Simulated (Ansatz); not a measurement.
HfO$_{2}$:
```cif
data_Hf2O4
_chemical_formula_sum 'Hf2 O4'
_space_group_name_H-M_alt 'P42/mnm'
_space_group_IT_number 136
_space_group_name_Hall '-P 4n 2n'
_cell_length_a 4.83816
_cell_length_b 4.83816
_cell_length_c 3.22031
_cell_angle_alpha 90.000
_cell_angle_beta 90.000
_cell_angle_gamma 90.000
loop_
_atom_site_label
_atom_site_type_symbol
_atom_site_symmetry_multiplicity
_atom_site_Wyckoff_symbol
_atom_site_fract_x
_atom_site_fract_y
_atom_site_fract_z
_atom_site_occupancy
Hf1 Hf 2 a 0.00000 0.00000 0.00000 1
O1 O 4 f 0.30508 0.30508 0.00000 1
```

Relaxed with r²SCAN. r²SCAN (plane waves, PAW; program Ansatz) gives a gap of 4.53 eV.

Task: What gap does HSE06 give on the same cell (Ansatz, PAW)?

Result: 5.63 eV, 1.10 eV more. The hybrid was solved on a coarser mesh and at special points; its gap is the smallest among all of these.

Cost on shared cores: the r²SCAN run (SCF on a 6×6×9 mesh, then bands and DOS) very roughly 70 core-seconds, the HSE06 run (SCF on 4×4×5, then a few points) very roughly 120 core-seconds; the tasks are unlike.

Space group P4_2/mnm (rutile). The workflow started from a Materials Project entry (that database holds measured and hypothetical structures alike); the Crystallography Open Database copy checked does not list it. It is not the phase usual at ambient conditions (space group No. 14, 29). The r²SCAN relaxation kept the symmetry of its start; its stability against distortions is not shown here. No spin polarisation was allowed. Scalar-relativistic: spin–orbit coupling is off unless named, which matters more the heavier the elements.

Potentials: the later of the program's two PAW sets.
